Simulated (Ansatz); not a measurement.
# Relaxing LiSc in the CsCl type

First guess:

```yaml
crystal:
  lattice:
    - [3.35121, 0.00000, 0.00000]
    - [0.00000, 3.35121, 0.00000]
    - [0.00000, 0.00000, 3.35121]
  atoms:
    - { symbol: Li, position: [0.00000, 0.00000, 0.00000] }
    - { symbol: Sc, position: [0.50000, 0.50000, 0.50000] }
```

These are results of DFT, PBE, PAW with Ansatz's default frozen-core files, scalar-relativistic (Ansatz 0.2.0), not measurements.

Cell and atoms relax within the symmetry of the start on a 11×11×11 k mesh with 0.05 eV Fermi–Dirac smearing.

The start is built from a prototype, known or not as a phase of this compound; the cutoff is 420 eV.

**Question.** What is the pressure of the first guess?

**Answer.** 5.32 GPa.

**Question.** What does it relax to?

**Answer.** a = 3.487 Å, b = 3.487 Å, c = 3.487 Å, α = 90.00°, β = 90.00°, γ = 90.00° (conventional cell), 21.19 Å³ per atom:
```xyz
2
Lattice="3.4865 0.0000 0.0000 0.0000 3.4865 0.0000 0.0000 0.0000 3.4865" Properties=species:S:1:pos:R:3 pbc="T T T"
Li    0.0000    0.0000    0.0000
Sc    1.7433    1.7433    1.7433
```

**Question.** How much energy does the relaxation release?

**Answer.** 36 meV/atom.
